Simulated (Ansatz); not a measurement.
A relaxation computed with Ansatz, from input to last step.

```yaml
crystal:
  lattice:
    - [2.8443138127, 1.6421653454, 5.1770782713]
    - [-2.8443138127, 1.6421653454, 5.1770782713]
    - [0.0, -3.2843306908, 5.1770782713]
  atoms:
    - { symbol: Ta, position: [0.05625, 0.44375, 0.75] }
    - { symbol: Ta, position: [0.75, 0.05625, 0.44375] }
    - { symbol: Ta, position: [0.44375, 0.75, 0.05625] }
    - { symbol: Ta, position: [0.94375, 0.55625, 0.25] }
    - { symbol: Ta, position: [0.25, 0.94375, 0.55625] }
    - { symbol: Ta, position: [0.55625, 0.25, 0.94375] }
    - { symbol: F, position: [0.85218, 0.85218, 0.85218] }
    - { symbol: F, position: [0.64782, 0.64782, 0.64782] }
    - { symbol: F, position: [0.14782, 0.14782, 0.14782] }
    - { symbol: F, position: [0.35218, 0.35218, 0.35218] }
basis:
  ecutwfc: 420
kpoints:
  mp_grid: { grid: [6, 6, 6] }
hamiltonian:
  xc: pbe
scf:
  occupations: { method: gaussian, width: 0.1 }
  lower_state_search: "off"
output:
  forces: true
  stress: true
  eigenvalues: true
relax:
  adjacent_minimum: "off"
  f_tol: 0.04
  max_steps: 70
  cell: { stress_tol: 0.4 }
```

```bash
ansatz run input.yaml --threads 1 --pin off --max-ram 2560MiB --backend cpu --events-out ev --progress --plain --runs-dir out
```

Computed with DFT PBE, scalar-relativistic, plane waves, PAW in Ansatz.

Of 13 frames 9 are shown, positions in Å and forces in eV/Å; the SCF threshold varies from step to step. Steps run on the plane waves of an earlier cell, with a Pulay correction in the pressure. The basis is chosen afresh for the last frame, the zero of the energies, and at times for earlier ones too; energy and pressure step there, also at an unchanged geometry. Here that happened at step 11 (-3 meV/atom, 0.4 GPa); the frames before carry an error of that size.

```xyz
10
Lattice="2.8443 1.6422 5.1771 -2.8443 1.6422 5.1771 0.0000 -3.2843 5.1771" Properties=species:S:1:pos:R:3:forces:R:3 pbc="T T T" step=1 free_energy_over_end_meV_per_atom=628.48 pressure_GPa=6.35
Ta   -1.1022   -1.6422    6.4713    0.6057    0.0000    0.0000
Ta    1.9732   -0.1334    6.4713   -0.3028    0.5245    0.0000
Ta   -0.8711    1.7756    6.4713   -0.3028   -0.5245    0.0000
Ta    1.1022    1.6422    9.0599   -0.6057    0.0000    0.0000
Ta   -1.9732    0.1334    9.0599    0.3028   -0.5245    0.0000
Ta    0.8711   -1.7756    9.0599    0.3028    0.5245    0.0000
F     0.0000    0.0000   13.2354    0.0000    0.0000    1.9452
F     0.0000    0.0000   10.0614    0.0000    0.0000   -1.9452
F     0.0000    0.0000    2.2958    0.0000    0.0000   -1.9452
F     0.0000    0.0000    5.4698    0.0000    0.0000    1.9452
10
Lattice="2.9243 1.6883 5.2017 -2.9243 1.6883 5.2017 0.0000 -3.3766 5.2017" Properties=species:S:1:pos:R:3:forces:R:3 pbc="T T T" step=2 free_energy_over_end_meV_per_atom=474.71 pressure_GPa=-2.65
Ta   -1.1890   -1.6883    6.5022   -0.0982    0.0000    0.0000
Ta    2.0566   -0.1856    6.5022    0.0491   -0.0850    0.0000
Ta   -0.8676    1.8739    6.5022    0.0491    0.0850    0.0000
Ta    1.1890    1.6883    9.1031    0.0982    0.0000    0.0000
Ta   -2.0566    0.1856    9.1031   -0.0491    0.0850    0.0000
Ta    0.8676   -1.8739    9.1031   -0.0491   -0.0850    0.0000
F     0.0000    0.0000   13.4909    0.0000    0.0000    1.9530
F     0.0000    0.0000    9.9170    0.0000    0.0000   -1.9530
F     0.0000    0.0000    2.1144    0.0000    0.0000   -1.9530
F     0.0000    0.0000    5.6882    0.0000    0.0000    1.9530
10
Lattice="2.9972 1.7304 5.0538 -2.9972 1.7304 5.0538 0.0000 -3.4608 5.0538" Properties=species:S:1:pos:R:3:forces:R:3 pbc="T T T" step=4 free_energy_over_end_meV_per_atom=230.83 pressure_GPa=-3.18
Ta   -1.3670   -1.7304    6.3172    0.5238    0.0000    0.0000
Ta    2.1821   -0.3186    6.3172   -0.2619    0.4536    0.0000
Ta   -0.8151    2.0490    6.3172   -0.2619   -0.4536    0.0000
Ta    1.3670    1.7304    8.8441   -0.5238    0.0000    0.0000
Ta   -2.1821    0.3186    8.8441    0.2619   -0.4536    0.0000
Ta    0.8151   -2.0490    8.8441    0.2619    0.4536    0.0000
F     0.0000    0.0000   13.4877    0.0000    0.0000    1.6764
F     0.0000    0.0000    9.2543    0.0000    0.0000   -1.6764
F     0.0000    0.0000    1.6736    0.0000    0.0000   -1.6764
F     0.0000    0.0000    5.9071    0.0000    0.0000    1.6764
10
Lattice="3.0079 1.7366 4.9469 -3.0079 1.7366 4.9469 0.0000 -3.4733 4.9469" Properties=species:S:1:pos:R:3:forces:R:3 pbc="T T T" step=5 free_energy_over_end_meV_per_atom=119.15 pressure_GPa=-1.79
Ta   -1.3956   -1.7366    6.1836    0.6084    0.0000    0.0000
Ta    2.2018   -0.3403    6.1836   -0.3042    0.5269    0.0000
Ta   -0.8062    2.0769    6.1836   -0.3042   -0.5269    0.0000
Ta    1.3956    1.7366    8.6570   -0.6084    0.0000    0.0000
Ta   -2.2018    0.3403    8.6570    0.3042   -0.5269    0.0000
Ta    0.8062   -2.0769    8.6570    0.3042    0.5269    0.0000
F     0.0000    0.0000   13.3885    0.0000    0.0000    1.4459
F     0.0000    0.0000    8.8724    0.0000    0.0000   -1.4459
F     0.0000    0.0000    1.4521    0.0000    0.0000   -1.4459
F     0.0000    0.0000    5.9682    0.0000    0.0000    1.4459
10
Lattice="2.9914 1.7271 4.9104 -2.9914 1.7271 4.9104 0.0000 -3.4542 4.9104" Properties=species:S:1:pos:R:3:forces:R:3 pbc="T T T" step=6 free_energy_over_end_meV_per_atom=29.03 pressure_GPa=-0.08
Ta   -1.3733   -1.7271    6.1379    0.2177    0.0000    0.0000
Ta    2.1824   -0.3258    6.1379   -0.1089    0.1886    0.0000
Ta   -0.8090    2.0529    6.1379   -0.1089   -0.1886    0.0000
Ta    1.3733    1.7271    8.5931   -0.2177    0.0000    0.0000
Ta   -2.1824    0.3258    8.5931    0.1089   -0.1886    0.0000
Ta    0.8090   -2.0529    8.5931    0.1089    0.1886    0.0000
F     0.0000    0.0000   13.4745    0.0000    0.0000    0.7494
F     0.0000    0.0000    8.6220    0.0000    0.0000   -0.7494
F     0.0000    0.0000    1.2565    0.0000    0.0000   -0.7494
F     0.0000    0.0000    6.1090    0.0000    0.0000    0.7494
10
Lattice="2.9385 1.6966 5.1139 -2.9385 1.6966 5.1139 0.0000 -3.3931 5.1139" Properties=species:S:1:pos:R:3:forces:R:3 pbc="T T T" step=8 free_energy_over_end_meV_per_atom=7.43 pressure_GPa=1.03
Ta   -1.3173   -1.6966    6.3924   -0.2184    0.0000    0.0000
Ta    2.1279   -0.2925    6.3924    0.1092   -0.1892    0.0000
Ta   -0.8106    1.9891    6.3924    0.1092    0.1892    0.0000
Ta    1.3173    1.6966    8.9493    0.2184    0.0000    0.0000
Ta   -2.1279    0.2925    8.9493   -0.1092    0.1892    0.0000
Ta    0.8106   -1.9891    8.9493   -0.1092   -0.1892    0.0000
F     0.0000    0.0000   14.1616    0.0000    0.0000    0.1408
F     0.0000    0.0000    8.8510    0.0000    0.0000   -0.1408
F     0.0000    0.0000    1.1802    0.0000    0.0000   -0.1408
F     0.0000    0.0000    6.4907    0.0000    0.0000    0.1408
10
Lattice="2.9608 1.7094 5.0515 -2.9608 1.7094 5.0515 0.0000 -3.4189 5.0515" Properties=species:S:1:pos:R:3:forces:R:3 pbc="T T T" step=9 free_energy_over_end_meV_per_atom=3.63 pressure_GPa=-0.27
Ta   -1.3416   -1.7094    6.3144   -0.0249    0.0000    0.0000
Ta    2.1512   -0.3072    6.3144    0.0125   -0.0216    0.0000
Ta   -0.8096    2.0166    6.3144    0.0125    0.0216    0.0000
Ta    1.3416    1.7094    8.8402    0.0249    0.0000    0.0000
Ta   -2.1512    0.3072    8.8402   -0.0125    0.0216    0.0000
Ta    0.8096   -2.0166    8.8402   -0.0125   -0.0216    0.0000
F     0.0000    0.0000   13.9980    0.0000    0.0000   -0.0492
F     0.0000    0.0000    8.7339    0.0000    0.0000    0.0492
F     0.0000    0.0000    1.1566    0.0000    0.0000    0.0492
F     0.0000    0.0000    6.4207    0.0000    0.0000   -0.0492
10
Lattice="2.9594 1.7086 5.0437 -2.9594 1.7086 5.0437 0.0000 -3.4173 5.0437" Properties=species:S:1:pos:R:3:forces:R:3 pbc="T T T" step=10 free_energy_over_end_meV_per_atom=3.47 pressure_GPa=0.15
Ta   -1.3422   -1.7086    6.3046    0.0065    0.0000    0.0000
Ta    2.1508   -0.3081    6.3046   -0.0033    0.0056    0.0000
Ta   -0.8086    2.0167    6.3046   -0.0033   -0.0056    0.0000
Ta    1.3422    1.7086    8.8264   -0.0065    0.0000    0.0000
Ta   -2.1508    0.3081    8.8264    0.0033   -0.0056    0.0000
Ta    0.8086   -2.0167    8.8264    0.0033    0.0056    0.0000
F     0.0000    0.0000   13.9698    0.0000    0.0000   -0.0006
F     0.0000    0.0000    8.7267    0.0000    0.0000    0.0006
F     0.0000    0.0000    1.1612    0.0000    0.0000    0.0006
F     0.0000    0.0000    6.4043    0.0000    0.0000   -0.0006
10
Lattice="2.9637 1.7111 5.0437 -2.9637 1.7111 5.0437 0.0000 -3.4222 5.0437" Properties=species:S:1:pos:R:3:forces:R:3 pbc="T T T" step=13 free_energy_over_end_meV_per_atom=0.00 pressure_GPa=0.02
Ta   -1.3450   -1.7111    6.3046    0.0035    0.0000    0.0000
Ta    2.1544   -0.3093    6.3046   -0.0017    0.0030    0.0000
Ta   -0.8094    2.0204    6.3046   -0.0017   -0.0030    0.0000
Ta    1.3450    1.7111    8.8264   -0.0035    0.0000    0.0000
Ta   -2.1544    0.3093    8.8264    0.0017   -0.0030    0.0000
Ta    0.8094   -2.0204    8.8264    0.0017    0.0030    0.0000
F     0.0000    0.0000   13.9685    0.0000    0.0000    0.0013
F     0.0000    0.0000    8.7280    0.0000    0.0000   -0.0013
F     0.0000    0.0000    1.1625    0.0000    0.0000   -0.0013
F     0.0000    0.0000    6.4030    0.0000    0.0000    0.0013
```

The start puts this composition into another compound's structure type, which needn't suit it. At the end the space group is R-3c (tolerance 0.05 Å).

Time: 4.2 min on 1 thread of Arm Neoverse V1, on a shared host, peak memory 0.56 GiB.

The k mesh is coarse. Spin–orbit coupling is left out, which can shift energies with elements as heavy as these.